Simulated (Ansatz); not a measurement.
Given:

BaTaS3:
Space group P6₃/mmc (No. 194); a = b = 6.925 Å, c = 5.701 Å, α = β = 90.00°, γ = 120.00°

| atom | site | symmetry | x | y | z |
|---|---|---|---|---|---|
| Ba | 2d | -6m2 | 0.6667 | 0.3333 | 0.2500 |
| S | 6h | mm2 | 0.1695 | 0.3390 | 0.2500 |
| Ta | 2a | -3m. | 0.0000 | 0.0000 | 0.0000 |

This is the r²SCAN-relaxed structure.

Q: All from the program Ansatz at the r²SCAN level (PAW), unless another level is named. Estimate the density of states at the Fermi level.

A: 0.23 states/eV per atom (mean over ±0.08 eV).

Q: What about the formation energy from the elements (no fitted shifts)?

A: -1.75 eV/atom.

Q: What about the gap with spin–orbit coupling?

A: none (metallic).

Space group P6_3/mmc. The workflow started from an entry of the Crystallography Open Database (COD). Whether it is the stable phase at ambient conditions was not checked. The r²SCAN relaxation kept the symmetry of its start; its stability against distortions is not shown here. No spin polarisation was allowed. The references are the lowest solids computed at this level, not always the standard phases. Scalar-relativistic: spin–orbit coupling is off unless named, which matters more the heavier the elements.

Potentials: the later of the program's two PAW sets.
